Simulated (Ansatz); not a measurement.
NaF (rock salt, Fm-3m), PBE in the plane-wave PAW code Ansatz: ε∞ = 1.86, cell volume 25.97 Å³. Infrared-active transverse modes:

| ω_TO (cm⁻¹) | oscillator strength S_xx (e²/amu) |
|---|---|
| 223.8 | 0.09975 |

Compute the static dielectric constant.

Each mode adds (4.921e7/V) S/ω²: 3.77. So ε0 = 5.64.

What LO frequency does the Lyddane–Sachs–Teller relation give?

ω_LO = ω_TO √(ε0/ε∞) = 389 cm⁻¹.

The PBE relaxation kept the symmetry of its start; phonons on a q-mesh show no instability.

Potentials: the later of the program's two PAW sets.
